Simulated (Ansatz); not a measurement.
YSe2 (Immm) from a database of computed structures, relaxed with r2SCAN in the PAW code Ansatz. Space group Immm (No. 71), orthorhombic; conventional cell a = 4.085 Å, b = 5.680 Å, c = 13.351 Å, 25.82 Å³ an atom. Y has 8 Se at 2.79–3.11 Å; Se has 4 Y at 2.79–2.94 Å; Se has 1 Se at 2.39 Å and 4 Y at 3.11 Å.

The axes x, y and z are those of this cell:
```yaml
crystal:
  lattice:
    - [-2.04253, 2.84009, 6.67553]
    - [2.04253, -2.84009, 6.67553]
    - [2.04253, 2.84009, -6.67553]
  atoms:
    - { symbol: Y, position: [0.84922, 0.84922, 0.00000] }
    - { symbol: Y, position: [0.15078, 0.15078, 0.00000] }
    - { symbol: Se, position: [0.70659, 0.20659, 0.50000] }
    - { symbol: Se, position: [0.29341, 0.79341, 0.50000] }
    - { symbol: Se, position: [0.78971, 0.50000, 0.28971] }
    - { symbol: Se, position: [0.21029, 0.50000, 0.71029] }
```

Unstrained: With r2SCAN the valence top lies at X and the conduction bottom at k = (0.247, -1/4, 1/4), 0.524 eV higher; the smallest vertical gap, at Γ–Y₀ (0.80 of the way from Γ), is 1.063 eV. The HSE06 gap is indirect, 1.040 eV (X to k = (0.247, -1/4, 1/4)), below the direct gap of 1.583 eV at X. Meshes: r2SCAN 8×8×8, HSE06 4×4×4. Strains are changes of length per length. After each strain the atoms were relaxed again with r2SCAN in this cell and within any symmetry left, so distortions that break it or need a larger cell weren't tested; points keep the names that they have in the unstrained zone. Spin-unpolarised throughout; all numbers are computed.

(1) Estimate what uniaxial -5.99 % along y, other directions held does to the gap.

(2) Apply biaxial -1.35 % in x and y, z held. How far does the gap move, against the unstrained cell?

(3) Estimate what uniaxial +1.75 % along z, other directions held does to the gap.

(4) Order the strained cells by their HSE06 gap, smallest first.
A. biaxial -1.35 % in x and y, z held
B. uniaxial +1.75 % along z, other directions held
C. uniaxial -5.99 % along y, other directions held

## Answers

(1) r2SCAN: gap 0.52 before, none (overlap 0.15) after (eV); it has closed. HSE06: the gap goes from 1.040 to 0.273 eV (-0.767 eV). The r2SCAN energy rises by 34.0 meV an atom.

(2) r2SCAN: the gap goes from 0.524 to 0.321 eV (-0.202 eV). HSE06: the gap goes from 1.040 to 0.828 eV (-0.212 eV). The r2SCAN energy rises by 3.8 meV an atom.

(3) r2SCAN: the gap goes from 0.524 to 0.539 eV (+0.016 eV). HSE06: the gap goes from 1.040 to 1.062 eV (+0.023 eV). The r2SCAN energy rises by 2.2 meV an atom.

(4) C (0.27 eV), A (0.83 eV), B (1.06 eV).

The runs are scalar-relativistic, without spin-orbit coupling.

Where bands overlap the cell is a metal at that level, and these k meshes limit energies, forces and stress. Overlaps of a few tenths of an eV in semilocal functionals can be an artefact that a hybrid or GW lifts.

Where an edge lies off the special points, it is a point of the mesh or the k point where a search put PBE's edge or least direct gap, reused for the other functionals, whose own edges may lie a little apart.

Coordinates of k points refer to the reciprocal vectors of the primitive cell of the runs.
